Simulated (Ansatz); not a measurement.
Here is the system:

LaSi2Ni2:
```
LaSi2Ni2
1.0
   -2.04958     2.04958     4.84326
    2.04958    -2.04958     4.84326
    2.04958     2.04958    -4.84326
La Si Ni
1 2 2
Cartesian
  0.00000   0.00000   0.00000
  0.00000   0.00000   6.15205
  0.00000   0.00000   3.53446
  2.04958   0.00000   2.42163
  0.00000   2.04958   2.42163
```

This is the r²SCAN-relaxed structure.

Q: All from DFT-r²SCAN in the program Ansatz with PAW potentials, unless another level is named. Predict the electronic character.

A: metallic (no gap).

Q: Predict the density of states at the Fermi level.

A: 0.64 states/eV per atom (mean over ±0.08 eV).

Q: Give the formation energy from the elements (no fitted shifts).

A: -0.78 eV/atom.

Space group I4/mmm. The workflow started from a Materials Project entry (that database holds measured and hypothetical structures alike); the Crystallography Open Database files this formula in space group No. 139, but the cells were not matched. Its standing as an ambient phase is unchecked. Symmetry was held in the r²SCAN relaxation; its stability against distortions is not shown here. No spin polarisation was allowed. The references are the lowest solids computed at this level, not always the standard phases. Scalar-relativistic: spin–orbit coupling is off unless named, which matters more the heavier the elements.

Potentials: the later of the program's two PAW sets.
